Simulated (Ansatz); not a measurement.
AlOs (Pm-3m), trigonal deformation path

Method: DFT PBEsol, scalar-relativistic, plane waves, PAW (Ansatz 0.2.0). Cutoff 420 eV, Γ-centred 18×18×18 k-points, Gaussian smearing of 0.15 eV. Spin–orbit coupling is left out, which can shift energies with elements as heavy as these. No spin polarisation. Energies are free energies at this smearing, counted from the undisturbed cell; pressure is positive in compression.

The undisturbed cell (as given, not relaxed at this level; it stands at -1.2 GPa, and it needn't be the usual structure):

```xyz
2
Lattice="2.9979 0.0000 0.0000 0.0000 2.9979 0.0000 0.0000 0.0000 2.9979" Properties=species:S:1:pos:R:3 pbc="T T T"
Al    0.0000    0.0000    0.0000
Os    1.4990    1.4990    1.4990
```

At fixed volume and fractional coordinates, lengths along (0.577, 0.577, 0.577) are scaled against those across it; ρ is that ratio over its starting value. The cell is metallic on the mesh throughout. At ρ = 2.000 the cell becomes cubic (Fm-3m), and there the slope of the energy vanishes by symmetry.

```csv
ρ,ΔE (meV/atom),pressure (GPa)
0.500,?,?
0.600,4223.0,96.1
0.710,1603.1,37.4
1.000,0.0,-1.2
1.410,626.9,17.0
2.000,1380.1,32.9
```

(1) Give the withheld values.

Answers

(1) ΔE (meV/atom) at ρ = 0.500: 9863.7; pressure (GPa) at ρ = 0.500: 218.1.